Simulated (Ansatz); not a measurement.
ZnS with Cu replacing Zn: which input changes reach the field gradients?

Cell: a supercell of ZnS (space group P6_3mc) built from a COD entry (the entry's cell lengths or inner coordinates differ somewhat from later room-temperature determinations), with all atoms left at the host's positions.

```cif
data_Zn17CuS18
_symmetry_space_group_name_H-M 'P31m'
_symmetry_Int_Tables_number 157
_cell_length_a 6.6026
_cell_length_b 6.6026
_cell_length_c 18.6900
_cell_angle_alpha 90.000
_cell_angle_beta 90.000
_cell_angle_gamma 120.000
loop_
_atom_site_label
_atom_site_type_symbol
_atom_site_symmetry_multiplicity
_atom_site_Wyckoff_symbol
_atom_site_fract_x
_atom_site_fract_y
_atom_site_fract_z
Zn1 Zn 3 c 0.6667 0.0000 0.0000
Zn4 Zn 3 c 0.6667 0.0000 0.5000
Zn7 Zn 3 c 0.0000 0.3333 0.1667
Zn10 Zn 1 a 0.0000 0.0000 0.6667
Zn11 Zn 2 b 0.3333 0.6667 0.6667
Cu Cu 1 a 0.0000 0.0000 0.3333
Zn14 Zn 2 b 0.3333 0.6667 0.3333
Zn16 Zn 3 c 0.0000 0.3333 0.8333
S19 S 3 c 0.6667 0.0000 0.1250
S22 S 3 c 0.6667 0.0000 0.6250
S25 S 3 c 0.0000 0.3333 0.2917
S28 S 1 a 0.0000 0.0000 0.7917
S29 S 2 b 0.3333 0.6667 0.7917
S31 S 1 a 0.0000 0.0000 0.4583
S32 S 2 b 0.3333 0.6667 0.4583
S34 S 3 c 0.0000 0.3333 0.9583
```

One atom of each set is listed.

Reference run. Method: Kohn–Sham DFT in Ansatz, PBE, plane waves and PAW, scalar-relativistic, 420 eV cutoff, Γ-centred 3×3×1 k-points, Fermi–Dirac smearing 0.01 eV, cell charge -1.

It gives V_zz (10²¹ V/m²) Cu 1.33 (η 0.00), S25 -3.62 (η 0.89), Zn14 1.69 (η 0.00), among others. Each of these runs changes the input as listed (caps on SCF iterations aside):

A. basis.ecutrho_ratio: not typed → 6; hamiltonian.xc: pbe → revpbe; kpoints.mp_grid.grid: [3, 3, 1] → [4, 4, 1]
B. scf.NELM: not typed → 0.3

**Question.** Which of these changes matter for the gradients?

**Answer.** 

```csv
run,Cu V_zz (η),S25 V_zz (η),Zn14 V_zz (η),"largest change of a gradient tensor, all atoms",note
A,1.29 (0.00),-3.59 (0.87),1.68 (0.00),0.07,converged; another functional
B,–,–,–,–,refused: unknown field `NELM`
```

Run A moves a gradient tensor by up to 0.07, on S25 (V_zz from -3.62 to -3.59); against its own size the tensor moves most on S32 among sites above 0.3 (by 0.02, V_zz from -0.56 to -0.58). Run B holds a keyword of another program.

Run A changes basis.ecutrho_ratio, hamiltonian.xc, kpoints.mp_grid.grid together, so the table can't tell their shares apart.

On the reference run: The defect repeats with the cell of 36 atoms, so it feels its images: sites between two images don't show the values beside a lone defect, and zeros or small values of η there can come from the images' arrangement. S and Zn carry a gradient in the pure host already, so the values there aren't the defect's effect alone. A uniform background compensates the cell's charge. With a gap of 0.4 eV on this mesh, small gradients can still move by 0.1 × 10²¹ V/m² or more as the k-mesh gets denser. The neighbours have not yet relaxed around the defect (largest force 0.64 eV/Å), so a real crystal will differ.
